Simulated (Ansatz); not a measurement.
# Relaxing a structure of CoSi₂

The start is a generated cell, CoSi2 placed in the AFLOW prototype A2B_oP12_62_2c_c (C25, as in HgCl2). Cell shape, volume and atoms are optimised at zero target pressure with PBE (plane waves to 420 eV, PAW, scalar-relativistic; Ansatz, a program for electronic structure). The first steps use a coarse 2×4×6 k-mesh.

Input geometry:
```
CoSi2
1.0
    9.62787     0.00000     0.00000
    0.00000     4.50813     0.00000
    0.00000     0.00000     3.26977
Co Si
4 8
Direct
  0.37400   0.75000   0.94700
  0.87400   0.75000   0.55300
  0.62600   0.25000   0.05300
  0.12600   0.25000   0.44700
  0.23300   0.75000   0.62500
  0.73300   0.75000   0.87500
  0.76700   0.25000   0.37500
  0.26700   0.25000   0.12500
  0.00800   0.75000   0.22200
  0.50800   0.75000   0.27800
  0.99200   0.25000   0.77800
  0.49200   0.25000   0.72200
```
Spin-polarised start, with parallel moments on Co.

### Question
By how much does the energy per atom fall from start to end?

### Answer
About 2.6 eV/atom.

### Question
How do the shortest distances between atoms change?

### Answer
The closest pairs of elements (up to four, under 3.6 Å), start → end: Co–Si 1.68 → 2.32 Å; Si–Si 2.54 → 2.68 Å; Co–Co 3.27 → 3.79 Å.

### Question
Is the relaxed structure metallic? Give its gap.

### Answer
No gap (metallic).

### Question
What magnetic moments remain?

### Answer
Zero (the starting moments vanished).

Final values are on a 12×12×12 k-mesh of the relaxed cell. The start holds a very short contact (Co–Si 1.68 Å). No spin polarisation in the result: the starting moments vanished. The relaxed primitive cell holds an odd number of electrons. A magnetic state may lie lower.

The run could not lose the symmetry of its start.

The first start was generated by placing the elements on the sites of a structure type. A measured structure of CoSi2 has the same space group, Fm-3m (No. 225); the sites were not compared with it.
